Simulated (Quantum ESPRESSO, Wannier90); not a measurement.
**Tight-binding from DFT: CaO (rock salt)**

Structure: Materials Project mp-2605, symmetrised, not relaxed again. COD (Crystallography Open Database) has an entry of this formula and space group (matched by these alone). Computed values, not measurements, from PBEsol: Quantum ESPRESSO (norm-conserving PseudoDojo potentials, cutoff 68 Ry, no spin polarisation, no spin-orbit coupling) on a Γ-centred 12×12×12 mesh, then Wannier90. Density: 12×12×12 mesh, cold smearing 0.01 Ry.

Input w.win:

```
num_bands = 18
num_wann = 10
exclude_bands = 1-4
num_iter = 0
conv_tol = 1.0e-6
conv_window = 4
dis_num_iter = 1000
dis_conv_tol = 1.0e-6
dis_froz_max = 12.69
write_hr = true
write_u_matrices = true
begin projections
Ca: s;d
O: s;p
end projections
begin unit_cell_cart
ang
    0.0000000000    2.4035550000    2.4035550000
    2.4035550000    0.0000000000    2.4035550000
    2.4035550000    2.4035550000    0.0000000000
end unit_cell_cart
begin atoms_frac
Ca   0.0000000000  0.0000000000  0.0000000000
O    0.5000000000  0.5000000000  0.5000000000
end atoms_frac
mp_grid = 12 12 12
begin kpoints
0.0000000000 0.0000000000 0.0000000000
0.0000000000 0.0000000000 0.0833333333
0.0000000000 0.0000000000 0.1666666667
... (1725 more lines: the 12x12x12 mesh through Gamma)
end kpoints
```

On the energy scale of pw.x, whose zero is arbitrary, the valence-band maximum lies at 7.63 eV. Lines of w_hr.dat (R1 R2 R3 m n Re Im, eV) for R = 0 and one of the shortest lattice vectors, rounded to 0.01 eV, lines under 0.02 eV left out; orbitals in order: Ca1 s, Ca1 dz2, Ca1 dxz, Ca1 dyz, Ca1 dx2-y2, Ca1 dxy, O2 s, O2 pz, O2 px, O2 py.

```
    0    0    0    1    1    19.24     0.00
    0    0    0    7    1    -0.06     0.00
    0    0    0    8    1     0.04     0.00
    0    0    0    9    1     0.04     0.00
    0    0    0   10    1     0.04     0.00
    0    0    0    2    2    16.28     0.00
    0    0    0    3    3    15.25     0.00
    0    0    0    8    3     0.03     0.00
    0    0    0    9    3     0.03     0.00
    0    0    0    4    4    15.25     0.00
    0    0    0    8    4     0.03     0.00
    0    0    0   10    4     0.03     0.00
    0    0    0    5    5    16.28     0.00
    0    0    0    6    6    15.25     0.00
    0    0    0    9    6     0.03     0.00
    0    0    0   10    6     0.03     0.00
    0    0    0    1    7    -0.06     0.00
    0    0    0    7    7    -6.47     0.00
    0    0    0    1    8     0.04     0.00
    0    0    0    3    8     0.03     0.00
    0    0    0    4    8     0.03     0.00
    0    0    0    8    8     7.34     0.00
    0    0    0    1    9     0.04     0.00
    0    0    0    3    9     0.03     0.00
    0    0    0    6    9     0.03     0.00
    0    0    0    9    9     7.34     0.00
    0    0    0    1   10     0.04     0.00
    0    0    0    4   10     0.03     0.00
    0    0    0    6   10     0.03     0.00
    0    0    0   10   10     7.34     0.00
   -1    0    0    1    1    -0.63     0.00
   -1    0    0    2    1    -0.08     0.00
   -1    0    0    4    1    -0.42     0.00
   -1    0    0    5    1     0.14     0.00
   -1    0    0    1    2    -0.08     0.00
   -1    0    0    2    2     0.02     0.00
   -1    0    0    4    2    -0.08     0.00
   -1    0    0    5    2     0.07     0.00
   -1    0    0    3    3     0.25     0.00
   -1    0    0    6    3     0.14     0.00
   -1    0    0    1    4    -0.42     0.00
   -1    0    0    2    4    -0.08     0.00
   -1    0    0    4    4    -0.58     0.00
   -1    0    0    5    4     0.13     0.00
   -1    0    0    1    5     0.14     0.00
   -1    0    0    2    5     0.07     0.00
   -1    0    0    4    5     0.13     0.00
   -1    0    0    5    5    -0.06     0.00
   -1    0    0    3    6     0.14     0.00
   -1    0    0    6    6     0.25     0.00
   -1    0    0    1    7     0.16     0.00
   -1    0    0    2    7     0.71     0.00
   -1    0    0    5    7    -1.22     0.00
   -1    0    0    7    7    -0.09     0.00
   -1    0    0    8    7     0.08     0.00
   -1    0    0   10    7     0.08     0.00
   -1    0    0    3    8    -0.73     0.00
   -1    0    0    7    8    -0.08     0.00
   -1    0    0    8    8     0.08     0.00
   -1    0    0   10    8     0.13     0.00
   -1    0    0    1    9     0.83     0.00
   -1    0    0    2    9    -0.77     0.00
   -1    0    0    5    9     1.34     0.00
   -1    0    0    9    9    -0.03     0.00
   -1    0    0    6   10    -0.73     0.00
   -1    0    0    7   10    -0.08     0.00
   -1    0    0    8   10     0.13     0.00
   -1    0    0   10   10     0.08     0.00
```
